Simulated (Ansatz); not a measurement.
# V2SiO7: checking a database structure before trusting its electric field gradients

The cell is a computed structure from the Materials Project (it need not be an observed phase).

```cif
data_V2SiO7
_symmetry_space_group_name_H-M 'Pa-3'
_symmetry_Int_Tables_number 205
_cell_length_a 8.3239
_cell_length_b 8.3239
_cell_length_c 8.3239
_cell_angle_alpha 90.000
_cell_angle_beta 90.000
_cell_angle_gamma 90.000
loop_
_atom_site_label
_atom_site_type_symbol
_atom_site_symmetry_multiplicity
_atom_site_Wyckoff_symbol
_atom_site_fract_x
_atom_site_fract_y
_atom_site_fract_z
V V 8 c 0.1235 0.8765 0.3765
Si Si 4 a 0.0000 0.0000 0.0000
O13 O 4 b 0.0000 0.0000 0.5000
O15 O 24 d 0.0616 0.6815 0.4048
```

One atom of each set is listed.

Method: Kohn–Sham DFT in Ansatz, PBE, plane waves and PAW, scalar-relativistic, 420 eV cutoff, Γ-centred 3×3×3 k-points, Fermi–Dirac smearing 0.02 eV.

(1) Do the atoms and the cell lie near the calculated equilibrium?

Results:

(1) Not quite. The largest force is 0.77 eV/Å, on atom 31 (O: 1 V at 1.72 Å, 1 Si at 1.78 Å, angle 161°), and the pressure is -3.8 GPa. Relaxing the atoms is still advisable, since electric field gradients respond to shifts of a few hundredths of an ångström.
